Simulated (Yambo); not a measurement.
```xyz
2
Lattice="0.0000 3.2873 3.2873 3.2873 0.0000 3.2873 3.2873 3.2873 0.0000" Properties=species:S:1:pos:R:3 pbc="T T T"
Ag     0.0000     0.0000     0.0000
I      1.6436     1.6436     1.6436
```

AgI (zinc blende, space group F-43m, No. 216) under isotropic strain of +2 % on all lattice vectors: mean Im ε in 1 eV windows above the direct gap of 2.43 eV, for different electron-hole kernels (Yambo, broadening 0.15 eV, PBEsol (Quantum ESPRESSO, PseudoDojo norm-conserving, 82 Ry, without SOC) bands; 6×6×6 mesh, 5 valence and 4 conduction bands, static screening with 39 bands and a 4 Ry block, scissor 1.22 eV, Tamm-Dancoff; field along x).

| window (eV) | independent quasiparticles | BSE |
|---|---|---|
| 2.4 to 3.4 | 1.2 | 3.0 |
| 3.4 to 4.4 | 2.4 | 4.1 |
| 4.4 to 5.4 | 3.4 | 3.4 |
| 5.4 to 6.4 | 3.8 | 5.1 |

This run doesn't resolve bound excitons or single peaks, so only averages are given, and they too depend on the mesh; weight that the attraction moves below the gap isn't listed. All transitions below 6.44 eV are in the band window. The scissor comes from a G0W0 run whose convergence isn't established.

Without spin-orbit coupling, band edges of such heavy elements can be off by tenths of an eV.

Geometry strained from the cell relaxed with PBEsol, atoms relaxed again.
